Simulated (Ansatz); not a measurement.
**Structure relaxation, MgO**

The start is a generated cell, MgO placed in the rocksalt structure type. A full variable-cell relaxation at zero pressure is run with r2SCAN (plane waves to 500 eV, PAW, scalar-relativistic; Ansatz, a first-principles code). First-step values are on the input's coarse k-mesh.

Ansatz input (later rounds restart from its end on a renewed k-mesh):
Ansatz 0.2 input:
```yaml
crystal:
  lattice:
    - [0, 2.114349, 2.114349]
    - [2.114349, 0, 2.114349]
    - [2.114349, 2.114349, 0]
  atoms:
    - { symbol: O, position: [0, 0, 0] }
    - { symbol: Mg, position: [0.5, 0.5, 0.5] }
basis: { ecutwfc: 500, ecutrho_ratio: 4, xc_grid: 4, fft_grid_basis: typed }
kpoints: { mp_grid: { grid: [9, 9, 9] } }
hamiltonian:
  xc: r2scan
  dispersion: none
  pseudopotentials: { azcp: { folder: ./paw }, kind: paw }
scf: { occupations: { method: fermi_dirac, width: 0.05 } }
relax: { f_tol: 0.01, max_steps: 100, cell: { stress_tol: 0.02 } }
output: { forces: true, stress: true }
```

Question: How large is the pressure on the unrelaxed cell, and of which sign?

Answer: -2.4 GPa (negative: the cell is under tension).

Question: How does the volume per atom move from start to end?

Answer: -1.5 %, from 9.45 to 9.31 Å³/atom.

Question: How do the shortest distances between atoms change?

Answer: The closest pairs of elements (up to four, under 3.6 Å), start → end: Mg–O 2.11 → 2.10 Å; O–O 2.99 → 2.98 Å; Mg–Mg 2.99 → 2.98 Å.

Question: Is the relaxed structure metallic? Give its gap.

Answer: 5.68 eV, direct at Γ (no spin-orbit coupling).

Question: Write out the relaxed structure.

Answer: 
Space group Fm-3m (No. 225); a = b = c = 4.208 Å, α = β = γ = 90.00°

| atom | site | symmetry | x | y | z |
|---|---|---|---|---|---|
| O | 4a | m-3m | 0.0000 | 0.0000 | 0.0000 |
| Mg | 4b | m-3m | 0.5000 | 0.5000 | 0.5000 |
(The calculation used a cell of 2 atoms; values per cell refer to that cell.)

The space group stays Fm-3m (No. 225) (the run could not lower it); the end is rock salt type, with 2 atoms in the primitive cell. Final values are on a 13×13×13 k-mesh of the relaxed cell. No spin polarisation in the result.

The run could not lose the symmetry of its start; a randomly shaken copy of 2 atoms returns to this structure.

All atoms sit on sites fixed by symmetry, so only the cell could relax.
